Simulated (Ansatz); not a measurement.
InGaAs$_{2}$:
```xyz
4
Lattice="2.0818 1.2020 6.8240 -2.0818 1.2020 6.8240 0.0000 -2.4039 6.8240" Properties=species:S:1:pos:R:3 pbc="T T T"
In     0.0000     0.0000    12.7842
Ga     0.0000     0.0000     2.5557
As     0.0000     0.0000     0.1085
As     0.0000     0.0000    10.1414
```

Relaxed with r²SCAN.

Question: Give the Bader charges and basin volumes of the independent atoms, r²SCAN (plane waves, PAW; program Ansatz).

Answer: 

```json
[
 {"atom": "In1", "Bader charge (e)": "+0.83", "Bader volume (Å³)": "22.6"},
 {"atom": "Ga2", "Bader charge (e)": "+0.76", "Bader volume (Å³)": "17.8"},
 {"atom": "As3", "Bader charge (e)": "-0.83", "Bader volume (Å³)": "30.4"},
 {"atom": "As4", "Bader charge (e)": "-0.76", "Bader volume (Å³)": "31.6"}
]
```

Space group R3m. The first step of the workflow began from a Materials Project structure, measured or hypothetical; the Crystallography Open Database copy checked does not list it. With In and Ga taken as one species the cell has the higher symmetry F-43m, so it may be an ordered model of a mixed-site phase. Whether it is the stable phase at ambient conditions was not checked. Symmetry was held in the r²SCAN relaxation; whether a distortion lowers the energy is not shown.

Potentials: the later of the program's two PAW sets.
